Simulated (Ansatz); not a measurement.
Trial structure of HfZrSe₄, not yet relaxed:

```yaml
crystal:
  lattice:
    - [6.06276, 0.00000, 0.00000]
    - [-3.03138, 5.25050, 0.00000]
    - [0.00000, 0.00000, 4.91295]
  atoms:
    - { symbol: Zr, position: [0.66667, 0.33333, 0.00000] }
    - { symbol: Hf, position: [0.33333, 0.66667, 0.00000] }
    - { symbol: Se, position: [0.00000, 0.00000, 0.00000] }
    - { symbol: Se, position: [0.33164, 0.16582, 0.50000] }
    - { symbol: Se, position: [0.83418, 0.16582, 0.50000] }
    - { symbol: Se, position: [0.83418, 0.66836, 0.50000] }
```

The calculation used DFT PBE, scalar-relativistic, plane waves, PAW in Ansatz 0.2.0. Cutoff 420 eV; k points 3×3×4 on the computed 6-atom cell (Γ-centred); Gaussian smearing, width 0.10 eV; no spin polarisation.

Formation energies are uncorrected and refer to the elements' standard structures at the same level.

Q: What does a single point on this coarse mesh give?

A: The pressure is -8.4 GPa (the mean over three directions, positive in compression), the largest force is 0.89 eV/Å, and the energy is +0.42 eV/atom against the elements. The shortest distance is 3.01 Å.

Q: How much does it gain on relaxing, and where does it end?

A: Relaxing gains about 0.17 eV/atom (the start's value is from the coarse mesh, so the gain is rough) in 14 ionic steps and ends at +0.26 eV/atom on the finer mesh. The symmetry stays P-6m2 (No. 187). The volume per atom shrinks by 14.5 %, from 26.1 to 22.3 Å³. The shortest distance goes from 3.01 Å (Se–Se) to 2.69 Å (Se–Se). The ratio c/a of the conventional cell changes by a factor of 1.15. Conventional cell: a = 5.492 Å, c = 5.120 Å. Zr is surrounded by 9 Se at 2.99–3.17 Å and 3 Hf at 3.17 Å; Hf has 3 Se at 3.17 Å, 3 Zr at 3.17 Å and 12 Se at 3.75 Å; Se on a site of symmetry -6m2 is surrounded by 6 Se at 3.03 Å, 3 Hf at 3.17 Å and 3 Zr at 3.17 Å; 1 more site not described.

The last run used a 12×12×8 mesh (in the run's order of axes) for its 6-atom cell and Gaussian smearing of 0.10 eV. Spin–orbit coupling, which can matter for Hf, is left out. The reference form of Se is held partly by dispersion forces, which this level lacks. The relaxation can't lower the symmetry of the start. A structure relaxed within its symmetry needn't be a true minimum. Another cell of HfZrSe4 relaxed alike, in P-3m1, lies 1.61 eV/atom lower, so this cell isn't the stable form at this level.
